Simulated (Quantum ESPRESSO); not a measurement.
# Sn3Hf2Y2Sc: input and log of a self-consistent run

Computed values, not a measurement. The program is pw.x of Quantum ESPRESSO 7.5 (plane-wave density functional theory). The cell is made up: eight metal atoms on a face-centred cubic lattice, with elements, volume, strain and displacements drawn at random and not relaxed, so it may be unstable or far from any real phase. PseudoDojo standard norm-conserving files set the functional (PBE unless stated); there is no spin polarisation or spin-orbit coupling, the Fermi-Dirac width of 0.25 eV means electrons at about 2900 K, and the masses in the input are unused placeholders. The tin pseudopotential is less sure than most, with forces differing by about three percent from a second method on plain tin. Heavy elements are run without spin-orbit coupling, which real alloys of them have. A spin test at this wide smearing found no moment, but such smearing suppresses magnetism that the real alloy may have.

Input:

```
&control calculation='scf', pseudo_dir='./dojo.nc.sr.pbe.v0_5.standard.upf', outdir='./o', disk_io='minimal', tprnfor=.true., tstress=.true. /
&system ibrav=0, nat=8, ntyp=4, nbnd=64, ecutwfc=77.98206166, nosym=.true., tot_charge=0,
 occupations='smearing', smearing='fd', degauss=0.0183746611
/
&electrons conv_thr=1.470e-08, electron_maxstep=70, mixing_beta=0.5 /
ATOMIC_SPECIES
Hf 1.0 Hf.upf
Sc 1.0 Sc.upf
Sn 1.0 Sn.upf
Y 1.0 Y.upf
CELL_PARAMETERS angstrom
0.0 4.7356 4.7356
4.7356 0.0 4.7356
4.7356 4.7356 0.0
ATOMIC_POSITIONS angstrom
Sn -0.0014 -0.0371 -0.0339
Hf 2.3768 2.3263 -0.0285
Hf 2.3818 -0.0315 2.3764
Sn 4.6876 2.3997 2.404
Y -0.0181 2.3221 2.3767
Sc 2.3563 4.7565 2.3894
Y 2.3348 2.369 4.7191
Sn 4.6951 4.7783 4.7239
K_POINTS automatic
4 4 4 1 1 1
```

The log is shortened where brackets say so; the opening notice, blank lines, dates and the lines on written files are dropped, and the path of the files is cut. It prints rydbergs, bohrs and kilobars, and counts compression as positive stress. Its total energy is the free energy E - TS of the whole cell.

```
     Program PWSCF v.7.5
     Parallel version (MPI & OpenMP), running on       4 processor cores
     Number of MPI processes:                 4
     Threads/MPI process:                     1
     [start-up lines left out]
     bravais-lattice index     =            0
     lattice parameter (alat)  =      12.6558  a.u.
     unit-cell volume          =    1433.3480 (a.u.)^3
     number of atoms/cell      =            8
     number of atomic types    =            4
     number of electrons       =        99.00
     number of Kohn-Sham states=           64
     kinetic-energy cutoff     =      77.9821  Ry
     charge density cutoff     =     311.9282  Ry
     scf convergence threshold =      1.5E-08
     mixing beta               =       0.5000
     number of iterations used =            8  plain     mixing
     Exchange-correlation= PBE
                           (   1   4   3   4   0   0   0)
     [axes and pseudopotential details left out]
   Cartesian axes
     site n.     atom                  positions (alat units)
         1        Sn     tau(   1) = (  -0.0002090  -0.0055397  -0.0050619  )
         2        Hf     tau(   2) = (   0.3548972   0.3473567  -0.0042555  )
         3        Hf     tau(   3) = (   0.3556438  -0.0047035   0.3548375  )
         4        Sn     tau(   4) = (   0.6999396   0.3583166   0.3589587  )
         5        Y      tau(   5) = (  -0.0027026   0.3467296   0.3548823  )
         6        Sc     tau(   6) = (   0.3518362   0.7102275   0.3567786  )
         7        Y      tau(   7) = (   0.3486259   0.3537326   0.7046430  )
         8        Sn     tau(   8) = (   0.7010594   0.7134826   0.7053598  )
     number of k points=    32  Fermi-Dirac smearing, width (Ry)=  0.0184
                       cart. coord. in units 2pi/alat
        k(    1) = (   0.0883883   0.0883883   0.0883883), wk =   0.0625000
        k(    2) = (   0.2651650   0.2651650  -0.0883883), wk =   0.0625000
     [further k points left out]
     Dense  grid:   133523 G-vectors     FFT dimensions: (  72,  72,  72)
     Estimated max dynamical RAM per process >     363.25 MB
     Estimated total dynamical RAM >       1.32 GB
     Initial potential from superposition of free atoms
     starting charge      98.9801, renormalised to      99.0000
     Starting wfcs are   77 randomized atomic wfcs
     total cpu time spent up to now is        9.4 secs
     per-process dynamical memory:   252.8 Mb
     Self-consistent Calculation
     iteration #  1     ecut=    77.98 Ry     beta= 0.50
     Davidson diagonalization with overlap
     ethr =  1.00E-02,  avg # of iterations =  2.1
     Threshold (ethr) on eigenvalues was too large:
     Diagonalizing with lowered threshold
     Davidson diagonalization with overlap
     ethr =  3.64E-04,  avg # of iterations =  4.6
     total cpu time spent up to now is       43.9 secs
     total energy              =    -958.52540759 Ry
     estimated scf accuracy    <       0.38330338 Ry
     iteration #  2     ecut=    77.98 Ry     beta= 0.50
     Davidson diagonalization with overlap
     ethr =  3.87E-04,  avg # of iterations =  7.6
     total cpu time spent up to now is       67.5 secs
     total energy              =    -958.49887244 Ry
     estimated scf accuracy    <       1.39033432 Ry
     iteration #  3     ecut=    77.98 Ry     beta= 0.50
     Davidson diagonalization with overlap
     ethr =  3.87E-04,  avg # of iterations =  5.4
     total cpu time spent up to now is       86.9 secs
     total energy              =    -958.65608213 Ry
     estimated scf accuracy    <       0.22800367 Ry
     iteration #  4     ecut=    77.98 Ry     beta= 0.50
     Davidson diagonalization with overlap
     ethr =  2.30E-04,  avg # of iterations =  3.0
     total cpu time spent up to now is      103.3 secs
     total energy              =    -958.68012602 Ry
     estimated scf accuracy    <       0.03360727 Ry
     iteration #  5     ecut=    77.98 Ry     beta= 0.50
     Davidson diagonalization with overlap
     ethr =  3.39E-05,  avg # of iterations =  8.1
     total cpu time spent up to now is      125.6 secs
     total energy              =    -958.68414159 Ry
     estimated scf accuracy    <       0.03589851 Ry
     [iterations 6 to 10 left out]
     iteration # 11     ecut=    77.98 Ry     beta= 0.50
     Davidson diagonalization with overlap
     ethr =  5.18E-09,  avg # of iterations =  6.0
     total cpu time spent up to now is      238.5 secs
     total energy              =    -958.68843481 Ry
     estimated scf accuracy    <       0.00000067 Ry
     iteration # 12     ecut=    77.98 Ry     beta= 0.50
     Davidson diagonalization with overlap
     ethr =  6.76E-10,  avg # of iterations =  3.2
     total cpu time spent up to now is      255.2 secs
     total energy              =    -958.68843489 Ry
     estimated scf accuracy    <       0.00000004 Ry
     iteration # 13     ecut=    77.98 Ry     beta= 0.50
     Davidson diagonalization with overlap
     ethr =  4.35E-11,  avg # of iterations =  6.0
     total cpu time spent up to now is      276.6 secs
     total energy              =    -958.68843490 Ry
     estimated scf accuracy    <       0.00000007 Ry
     iteration # 14     ecut=    77.98 Ry     beta= 0.50
     Davidson diagonalization with overlap
     ethr =  4.35E-11,  avg # of iterations =  3.2
     total cpu time spent up to now is      292.9 secs
     total energy              =    -958.68843491 Ry
     estimated scf accuracy    <       0.00000002 Ry
     iteration # 15     ecut=    77.98 Ry     beta= 0.50
     Davidson diagonalization with overlap
     ethr =  2.34E-11,  avg # of iterations =  2.0
     total cpu time spent up to now is      308.4 secs
     End of self-consistent calculation
     [lines on levels left out]
!    total energy              =    -958.68843491 Ry
     estimated scf accuracy    <          4.0E-09 Ry
     smearing contrib. (-TS)   =      -0.12112846 Ry
     internal energy E=F+TS    =    -958.56730644 Ry
     The total energy is F=E-TS. E is the sum of the following terms:
     one-electron contribution =    -270.37052279 Ry
     hartree contribution      =     179.58894869 Ry
     xc contribution           =    -237.17264351 Ry
     ewald contribution        =    -630.61308883 Ry
     convergence has been achieved in  15 iterations
     Forces acting on atoms (cartesian axes, Ry/au):
     atom    1 type  3   force =    -0.00388289    0.00541635    0.00399690
     atom    2 type  1   force =    -0.00297442    0.00433244    0.00564016
     atom    3 type  1   force =    -0.00260339    0.00043353   -0.00214215
     atom    4 type  3   force =     0.00475205   -0.00104815   -0.00249159
     atom    5 type  4   force =     0.00369074    0.00693535   -0.00949913
     atom    6 type  2   force =    -0.00445756   -0.00420944   -0.00675818
     atom    7 type  4   force =     0.00272484   -0.00307745    0.00483091
     atom    8 type  3   force =     0.00275062   -0.00878263    0.00642308
     Total force =     0.023721     Total SCF correction =     0.000073
     Computing stress (Cartesian axis) and pressure
          total   stress  (Ry/bohr**3)                   (kbar)     P=      -50.54
  -0.00040041   0.00000287   0.00002496          -58.90        0.42        3.67
   0.00000287  -0.00031889   0.00000492            0.42      -46.91        0.72
   0.00002496   0.00000492  -0.00031144            3.67        0.72      -45.82
     init_run     :      8.63s CPU      8.96s WALL (       1 calls)
     electrons    :    295.89s CPU    299.06s WALL (       1 calls)
     forces       :      2.30s CPU      2.33s WALL (       1 calls)
     stress       :      8.05s CPU      8.23s WALL (       1 calls)
     [timing details left out]
     PWSCF        :   5m15.34s CPU   5m19.08s WALL
     JOB DONE.
```

In other units: free energy -13043.621 eV for the cell, pressure -5.05 GPa, largest force component 0.244 eV/Å in size. The run took 321 s of wall time with four MPI processes on a shared machine (Intel Xeon, older, virtual cores), so the time is rough. A rerun of this cell at a higher cutoff and on a denser mesh moved values by no more than 0.004 eV in energy, 0.18 GPa in stress and 0.004 eV/Å in force, and a second program with other atomic files agreed on that cell to 2 % rms in force and 0.5 GPa in pressure.